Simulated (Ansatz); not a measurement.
HfGeTe:
```
CELL_PARAMETERS angstrom
      3.87549     0.00000     0.00000
      0.00000     3.87549     0.00000
      0.00000     0.00000     8.56780
ATOMIC_POSITIONS crystal
  Hf 0.00000 0.50000 0.24441
  Hf 0.50000 0.00000 0.75559
  Te 0.00000 0.50000 0.62339
  Te 0.50000 0.00000 0.37661
  Ge 0.00000 0.00000 0.00000
  Ge 0.50000 0.50000 0.00000
```

Relaxed with r²SCAN. Special points in fractions of this cell's reciprocal vectors: Γ (0.000, 0.000, 0.000); X (0.000, 0.500, 0.000); M (0.500, 0.500, 0.000); Z (0.000, 0.000, 0.500); R (0.000, 0.500, 0.500); A (0.500, 0.500, 0.500).

Task: List the band energies nearest the Fermi level at these points for the program Ansatz at the r²SCAN level (PAW).

Result: In eV from the Fermi level; about four levels below and three above (degenerate sets whole), none deeper than 8.9 eV; points with the same levels are listed once.

```json
[
 {"k": "Γ", "below": "-2.18 -1.33 -1.33 -0.41", "above": "0.05 0.12 1.41"},
 {"k": "X", "below": "-2.01 -2.01 -0.79 -0.79", "above": "0.43 0.43 2.14 2.14"},
 {"k": "M", "below": "-3.89 -3.89 -2.29 -2.29", "above": "2.45 2.45 2.97 2.97"},
 {"k": "Z", "below": "-2.38 -2.31 -1.24 -1.24", "above": "0.49 0.51 1.47"},
 {"k": "R", "below": "-1.33 -1.33 -0.51 -0.51", "above": "0.80 0.80 1.90 1.90"},
 {"k": "A", "below": "-3.20 -3.20 -2.37 -2.37", "above": "1.19 1.19 2.63 2.63"}
]
```

Space group P4/nmm. The workflow started from an entry of the Crystallography Open Database (COD). Whether it is the stable phase at ambient conditions was not checked. Symmetry was held in the r²SCAN relaxation; whether a distortion lowers the energy is not shown. No spin polarisation was allowed. A small band overlap can be real or an error of a semilocal functional. Scalar-relativistic: spin–orbit coupling is off unless named, which matters more the heavier the elements.

Potentials: the later of the program's two PAW sets.
